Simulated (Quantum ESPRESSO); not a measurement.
Zn4S3O, input and log of a self-consistent run

Simulated, not a measurement. The program is pw.x of Quantum ESPRESSO 7.5 (plane-wave density functional theory). The cell is made up: 8 atoms on a wurtzite lattice, with randomly drawn elements, strain and displacements, not relaxed. PseudoDojo standard norm-conserving files (v0.5 for PBE, v0.4.1 for LDA and PBEsol) set the functional; there is no spin polarisation, spin-orbit coupling or dispersion term, and the masses in the input are unused placeholders.

Input:

```
&control calculation='scf', pseudo_dir='./dojo.nc.sr.pbe.v0_5.standard.upf', outdir='./o', disk_io='medium', tprnfor=.true., tstress=.true. /
&system ibrav=0, nat=8, ntyp=3, nbnd=58, ecutwfc=84.00895049, nosym=.true., tot_charge=0,
 occupations='smearing', smearing='fd', degauss=0.0018374661
/
&electrons conv_thr=7.350e-09, electron_maxstep=60, /
ATOMIC_SPECIES
O 1.0 O.upf
S 1.0 S.upf
Zn 1.0 Zn.upf
CELL_PARAMETERS angstrom
4.0261 0.0 0.0
0.0 6.9734 0.0
0.0 0.0 6.5746
ATOMIC_POSITIONS angstrom
Zn -0.1252 0.0566 -0.0482
Zn 2.0057 3.4548 -0.0388
Zn 2.0582 1.1553 3.3936
Zn 0.0261 4.6919 3.2611
S -0.1165 -0.0 2.5949
O 2.083 3.5071 2.4397
S 2.1013 1.1581 5.6563
S 0.1006 4.7082 5.707
K_POINTS automatic
4 4 4 1 1 1
```

The log is shortened where brackets say so; the opening notice, blank lines, dates and the lines on written files are dropped, and the path of the files is cut. It prints rydbergs, bohrs and kilobars, and counts compression as positive stress. With no partly filled state, the Fermi energy that it prints is only some level between the filled and the empty states on the mesh, and need not lie in the true gap.

```
     Program PWSCF v.7.5
     Parallel version (MPI & OpenMP), running on       1 processor cores
     Number of MPI processes:                 1
     Threads/MPI process:                     1
     [start-up lines left out]
     bravais-lattice index     =            0
     lattice parameter (alat)  =       7.6082  a.u.
     unit-cell volume          =    1245.6472 (a.u.)^3
     number of atoms/cell      =            8
     number of atomic types    =            3
     number of electrons       =       104.00
     number of Kohn-Sham states=           58
     kinetic-energy cutoff     =      84.0090  Ry
     charge density cutoff     =     336.0358  Ry
     scf convergence threshold =      7.3E-09
     mixing beta               =       0.7000
     number of iterations used =            8  plain     mixing
     Exchange-correlation= PBE
                           (   1   4   3   4   0   0   0)
     [axes and pseudopotential details left out]
   Cartesian axes
     site n.     atom                  positions (alat units)
         1        Zn     tau(   1) = (  -0.0310971   0.0140583  -0.0119719  )
         2        Zn     tau(   2) = (   0.4981744   0.8581009  -0.0096371  )
         3        Zn     tau(   3) = (   0.5112143   0.2869526   0.8429001  )
         4        Zn     tau(   4) = (   0.0064827   1.1653710   0.8099898  )
         5        S      tau(   5) = (  -0.0289362  -0.0000000   0.6445195  )
         6        O      tau(   6) = (   0.5173741   0.8710911   0.6059710  )
         7        S      tau(   7) = (   0.5219195   0.2876481   1.4049080  )
         8        S      tau(   8) = (   0.0249870   1.1694195   1.4175008  )
     number of k points=    32  Fermi-Dirac smearing, width (Ry)=  0.0018
                       cart. coord. in units 2pi/alat
        k(    1) = (   0.1250000   0.0721689   0.0765465), wk =   0.0625000
        k(    2) = (   0.1250000   0.0721689   0.2296394), wk =   0.0625000
     [further k points left out]
     Dense  grid:   129601 G-vectors     FFT dimensions: (  45,  80,  75)
     Estimated max dynamical RAM per process >     191.52 MB
     Initial potential from superposition of free atoms
     starting charge     103.9994, renormalised to     104.0000
     Starting wfcs are   56 randomized atomic wfcs +    2 random wfcs
     total cpu time spent up to now is       18.7 secs
     per-process dynamical memory:   108.7 Mb
     Self-consistent Calculation
     iteration #  1     ecut=    84.01 Ry     beta= 0.70
     Davidson diagonalization with overlap
     ethr =  1.00E-02,  avg # of iterations =  4.0
     total cpu time spent up to now is       52.7 secs
     total energy              =   -1770.91278903 Ry
     estimated scf accuracy    <       1.27442971 Ry
     iteration #  2     ecut=    84.01 Ry     beta= 0.70
     Davidson diagonalization with overlap
     ethr =  1.23E-03,  avg # of iterations =  6.9
     total cpu time spent up to now is       99.9 secs
     total energy              =   -1769.82629523 Ry
     estimated scf accuracy    <      11.81635565 Ry
     iteration #  3     ecut=    84.01 Ry     beta= 0.70
     Davidson diagonalization with overlap
     ethr =  1.23E-03,  avg # of iterations =  5.7
     total cpu time spent up to now is      136.5 secs
     total energy              =   -1771.57535832 Ry
     estimated scf accuracy    <       0.62833463 Ry
     iteration #  4     ecut=    84.01 Ry     beta= 0.70
     Davidson diagonalization with overlap
     ethr =  6.04E-04,  avg # of iterations =  2.0
     total cpu time spent up to now is      165.3 secs
     total energy              =   -1771.61686458 Ry
     estimated scf accuracy    <       0.10428188 Ry
     iteration #  5     ecut=    84.01 Ry     beta= 0.70
     Davidson diagonalization with overlap
     ethr =  1.00E-04,  avg # of iterations =  3.3
     total cpu time spent up to now is      193.9 secs
     total energy              =   -1771.60690087 Ry
     estimated scf accuracy    <       0.04353587 Ry
     [iterations 6 to 7 left out]
     iteration #  8     ecut=    84.01 Ry     beta= 0.70
     Davidson diagonalization with overlap
     ethr =  2.20E-07,  avg # of iterations =  2.0
     total cpu time spent up to now is      304.2 secs
     total energy              =   -1771.61168681 Ry
     estimated scf accuracy    <       0.00003129 Ry
     iteration #  9     ecut=    84.01 Ry     beta= 0.70
     Davidson diagonalization with overlap
     ethr =  3.01E-08,  avg # of iterations =  2.0
     total cpu time spent up to now is      344.2 secs
     total energy              =   -1771.61169080 Ry
     estimated scf accuracy    <       0.00000298 Ry
     iteration # 10     ecut=    84.01 Ry     beta= 0.70
     Davidson diagonalization with overlap
     ethr =  2.87E-09,  avg # of iterations =  2.5
     total cpu time spent up to now is      384.5 secs
     total energy              =   -1771.61169126 Ry
     estimated scf accuracy    <       0.00000033 Ry
     iteration # 11     ecut=    84.01 Ry     beta= 0.70
     Davidson diagonalization with overlap
     ethr =  3.15E-10,  avg # of iterations =  3.2
     total cpu time spent up to now is      429.4 secs
     total energy              =   -1771.61169135 Ry
     estimated scf accuracy    <       0.00000017 Ry
     iteration # 12     ecut=    84.01 Ry     beta= 0.70
     Davidson diagonalization with overlap
     ethr =  1.63E-10,  avg # of iterations =  2.0
     total cpu time spent up to now is      462.7 secs
     End of self-consistent calculation
          k = 0.1250 0.0722 0.0765 ( 16169 PWs)   bands (ev):
  -120.5192-120.2486-120.1745-119.9098 -74.6823 -74.6715 -74.6645 -74.4185
   -74.4070 -74.3877 -74.3379 -74.3324 -74.3052 -74.0808 -74.0590 -74.0412
   -10.1787  -7.8870  -7.1750  -7.0671  -1.7849  -1.6302  -1.5958  -1.4661
    -1.4438  -1.3939  -1.3342  -1.2728  -1.2481  -1.2229  -1.1605  -1.1558
    -1.0700  -1.0504  -1.0129  -0.8719  -0.8631  -0.8011  -0.7923  -0.7674
     0.3285   0.7378   1.1952   2.3530   2.6381   3.2061   3.4462   3.4924
     3.6341   4.0353   4.4580   4.5182   6.3076   7.5660   8.2235   8.7108
     9.7077  10.3910
     [levels at the other k points left out]
     the Fermi energy is     5.6058 ev
!    total energy              =   -1771.61169137 Ry
     estimated scf accuracy    <          2.3E-09 Ry
     smearing contrib. (-TS)   =      -0.00000000 Ry
     internal energy E=F+TS    =   -1771.61169137 Ry
     The total energy is F=E-TS. E is the sum of the following terms:
     one-electron contribution =   -1531.15900210 Ry
     hartree contribution      =     777.57228011 Ry
     xc contribution           =    -206.38823406 Ry
     ewald contribution        =    -811.63673532 Ry
     convergence has been achieved in  12 iterations
     Forces acting on atoms (cartesian axes, Ry/au):
     atom    1 type  3   force =     0.02655219   -0.01968048    0.01614304
     atom    2 type  3   force =     0.01070494    0.01242947    0.03503544
     atom    3 type  3   force =    -0.01497195    0.03127066   -0.04477393
     atom    4 type  3   force =    -0.00548829   -0.04082828   -0.02271866
     atom    5 type  2   force =     0.02691522    0.00771549   -0.03811712
     atom    6 type  1   force =    -0.00205656    0.00035251   -0.00089301
     atom    7 type  2   force =    -0.03098630    0.02001649    0.04299854
     atom    8 type  2   force =    -0.01066927   -0.01127585    0.01232570
     Total force =     0.118803     Total SCF correction =     0.000190
     Computing stress (Cartesian axis) and pressure
          total   stress  (Ry/bohr**3)                   (kbar)     P=      -90.57
  -0.00062339  -0.00006375  -0.00000583          -91.70       -9.38       -0.86
  -0.00006375  -0.00063016  -0.00001570           -9.38      -92.70       -2.31
  -0.00000583  -0.00001570  -0.00059352           -0.86       -2.31      -87.31
     init_run     :     10.19s CPU     18.63s WALL (       1 calls)
     electrons    :    362.43s CPU    444.20s WALL (       1 calls)
     forces       :      5.05s CPU      5.12s WALL (       1 calls)
     stress       :     19.17s CPU     19.28s WALL (       1 calls)
     [timing details left out]
     PWSCF        :   6m37.64s CPU   8m28.38s WALL
     JOB DONE.
```

In other units: free energy -24104.005 eV for the cell, pressure -9.06 GPa, largest force component 1.151 eV/Å. A rerun of a related cell, with the same atoms placed differently, at 1437 eV and a 6 x 6 x 6 mesh moved values by no more than 0.017 eV in energy, 0.12 GPa in stress and 0.005 eV/Å in force.